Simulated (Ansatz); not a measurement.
## Diamond alloy of Si and Ge (72 of 128 Si sites exchanged), 128 atoms

Ansatz, PAW, plane waves. PBEsol relaxation of volume and atoms (shape held) at the single k point (½, ½, ½); single points on the relaxed atoms at the Γ point alone, onto which points of the small cell's zone fold. Arrangement: random. No spin–orbit coupling unless named.

Relaxed structure:

```
Ge Si
1.0
     0.00000   11.11655   11.11655
    11.11655    0.00000   11.11655
    11.11655   11.11655    0.00000
Ge Si
72 56
Direct
  0.99693 0.00114 0.00090
  0.49776 0.00059 0.00109
  0.00152 0.49852 0.99711
  0.24936 0.25089 0.24772
  0.50025 0.50279 0.99794
  0.50035 0.50187 0.50169
  0.75006 0.24744 0.75241
  0.24938 0.74990 0.75234
  0.74808 0.74779 0.75167
  0.06262 0.06337 0.06277
  0.56368 0.06344 0.06403
  0.06410 0.56141 0.06140
  0.31308 0.31231 0.31310
  0.06045 0.55954 0.56514
  0.31219 0.31087 0.81151
  0.81193 0.31635 0.81190
  0.81461 0.81028 0.81450
  0.99806 0.00007 0.25347
  0.24956 0.24919 0.00231
  0.75148 0.24813 0.00249
  0.00011 0.49806 0.25100
  0.25205 0.74931 0.99801
  0.99936 0.99830 0.74850
  0.24761 0.25214 0.50280
  0.50206 0.49924 0.24731
  0.75097 0.25062 0.49694
  0.49961 0.50309 0.74997
  0.06056 0.56207 0.31627
  0.31505 0.81107 0.06415
  0.06584 0.06158 0.81057
  0.56136 0.56549 0.31214
  0.80894 0.81484 0.06351
  0.55998 0.06308 0.81037
  0.81325 0.31258 0.56242
  0.31184 0.81042 0.56168
  0.81110 0.81159 0.56045
  0.99923 0.25339 0.99911
  0.24897 0.99761 0.24996
  0.99905 0.75087 0.99768
  0.00327 0.24907 0.49911
  0.25046 0.50190 0.24691
  0.49893 0.24806 0.49969
  0.75056 0.49816 0.25031
  0.75096 0.00066 0.75132
  0.00130 0.74984 0.49848
  0.24794 0.50213 0.75180
  0.50187 0.74982 0.49728
  0.31563 0.06077 0.31142
  0.56148 0.31213 0.06165
  0.06211 0.81206 0.06289
  0.31209 0.56469 0.31175
  0.56215 0.81014 0.06355
  0.56137 0.31193 0.56415
  0.81056 0.56602 0.31288
  0.06369 0.81385 0.56314
  0.56381 0.81294 0.56373
  0.25314 0.00169 0.99687
  0.99922 0.24951 0.25034
  0.25411 0.49853 0.99870
  0.24818 0.00009 0.50132
  0.50301 0.24664 0.25202
  0.74864 0.49865 0.99852
  0.74728 0.00168 0.49772
  0.99713 0.75219 0.25319
  0.00236 0.25296 0.74821
  0.25042 0.49687 0.50173
  0.74881 0.50241 0.50298
  0.31471 0.06107 0.56461
  0.81203 0.56398 0.06086
  0.81597 0.06119 0.56077
  0.31080 0.56574 0.56228
  0.55946 0.31134 0.81443
  0.00247 0.00124 0.49814
  0.50248 0.00013 0.49871
  0.75022 0.24898 0.24981
  0.99682 0.49843 0.50281
  0.24984 0.75172 0.25136
  0.24930 0.24877 0.74894
  0.74804 0.75337 0.25054
  0.06148 0.06237 0.56147
  0.56261 0.56472 0.06021
  0.56054 0.06080 0.56362
  0.81184 0.31100 0.31074
  0.31354 0.81086 0.31289
  0.56299 0.56368 0.56344
  0.80914 0.81434 0.31370
  0.31544 0.81349 0.81119
  0.50310 0.99813 0.25179
  0.74910 0.75014 0.00115
  0.49823 0.99852 0.74819
  0.99908 0.49951 0.75197
  0.25001 0.75123 0.49657
  0.75079 0.74804 0.49794
  0.06207 0.06211 0.31476
  0.31458 0.31217 0.06158
  0.56466 0.05904 0.31426
  0.81144 0.31208 0.06557
  0.31232 0.31113 0.56521
  0.06108 0.56359 0.81051
  0.56425 0.56614 0.81060
  0.49744 0.24997 0.00126
  0.74907 0.99908 0.25066
  0.50149 0.74840 0.99844
  0.25361 0.99741 0.75177
  0.74899 0.50420 0.74831
  0.06291 0.31216 0.06316
  0.80988 0.06410 0.31019
  0.06116 0.31520 0.56220
  0.31361 0.06371 0.80945
  0.81261 0.06142 0.81617
  0.31279 0.56335 0.81300
  0.81393 0.55980 0.81168
  0.75070 0.00188 0.99983
  0.49851 0.75231 0.25109
  0.49857 0.24974 0.74994
  0.00217 0.74770 0.75091
  0.49985 0.75024 0.75151
  0.31154 0.06270 0.06373
  0.81009 0.06064 0.06548
  0.06243 0.31171 0.31240
  0.31372 0.56336 0.06045
  0.56570 0.31136 0.31176
  0.06516 0.81292 0.31212
  0.06460 0.31512 0.81136
  0.56374 0.81388 0.30987
  0.81289 0.56420 0.56391
  0.06210 0.81113 0.81135
  0.55955 0.81313 0.81380
```

(1) What are the mean bond lengths by pair (pairs within 1.2 times the sum of covalent radii, less contacts 15 % beyond the pair's median; cation–cation pairs of compounds aside; long ionic contacts are cut short by that bound)?

(2) What gap lies between the top filled and the lowest empty level in the single points?

Answers

(1) Ge–Ge 2.443 ± 0.008 Å (standard deviation, 81 bonds); Ge–Si 2.400 ± 0.008 Å (standard deviation, 126 bonds); Si–Si 2.367 ± 0.008 Å (standard deviation, 49 bonds).

(2) HSE06 with spin–orbit coupling 1.13 eV (25 min on NVIDIA GB200). An indirect band minimum needn't fold onto Γ of this cell; where it doesn't, these gaps are too wide.
